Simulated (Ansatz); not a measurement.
**Levels of theory for InB3As4 (ordering on zincblende)**

All numbers come from the PAW code Ansatz. These are computed values for a non-magnetic cell that may be hypothetical; none is a measurement.

Structure: InB3As4 as one 8-atom ordering (Amm2) on the zincblende lattice, at its r2SCAN minimum. Space group Amm2 (No. 38), orthorhombic; conventional cell a = 3.575 Å, b = 7.387 Å, c = 10.488 Å, 17.31 Å³ an atom. B is surrounded by 4 As at 2.15–2.23 Å; B is surrounded by 4 As at 2.04–2.37 Å; In is surrounded by 4 As at 2.45–2.46 Å; As is surrounded by 4 B at 2.23–2.37 Å; As is surrounded by 3 B at 2.14–2.15 Å and 1 In at 2.46 Å; As is surrounded by 2 B at 2.04 Å and 2 In at 2.45 Å.

```
B In As
1.0
     3.57456    0.00000    0.00000
     0.00000    3.69362    5.24376
     0.00000   -3.69362    5.24376
B In As
3 1 4
Direct
  0.00000 0.99574 0.99574
  0.50000 0.99091 0.51427
  0.50000 0.51427 0.99091
  0.00000 0.49407 0.49407
  0.50000 0.12261 0.12261
  0.00000 0.08682 0.64141
  0.00000 0.64141 0.08682
  0.50000 0.65418 0.65418
```

Relaxed lattice by functional, symmetry kept:
```tsv
functional	k mesh	a (Å)	b (Å)	c (Å)	volume (Å³/atom)
PBE	6×4×4	3.593	7.442	10.556	17.64
r2SCAN	6×4×4	3.575	7.387	10.488	17.31
```

Band edges at fixed r2SCAN geometry:

| level | k mesh | gap (eV) | kind | edges | least direct gap (eV) | rough cost |
| --- | --- | --- | --- | --- | --- | --- |
| PBE | 8×4×4 | none (overlap 0.60) | – | – | – | 70 core-seconds |
| PBE+SOC | 8×4×4 | none (overlap 0.60) | – | – | – | 5 core-minutes |
| r2SCAN | 8×4×4 | none (overlap 0.48) | – | – | – | 100 core-seconds |

All runs use a smearing of 0.02 eV.
Wave cutoffs: 420 eV, 500 eV (r2SCAN).
Points off the special ones are mesh points or PBE's searched band edges, reused at the other levels.
Costs come from shared machines and give only the order; PBE's includes the band path. The runs had 4 threads of AMD EPYC 7R43 64-Core Processor (Zen 3), on a shared host.

r2SCAN gives no gap: the lowest nominally empty band dips 0.48 eV below the top of the last filled one (its bottom at T, the top at Σ₀–Γ (0.80 of the way from Σ₀)), so the cell is a metal or semimetal at this level. PBE+SOC gives no gap: the lowest nominally empty band dips 0.60 eV below the top of the last filled one (its bottom at T, the top at Σ₀–Γ (0.80 of the way from Σ₀)), so the cell is a metal or semimetal at this level.

No level opens a gap, but no hybrid is among them, and semilocal functionals can close a real gap.

Only the levels marked +SOC include spin-orbit coupling.
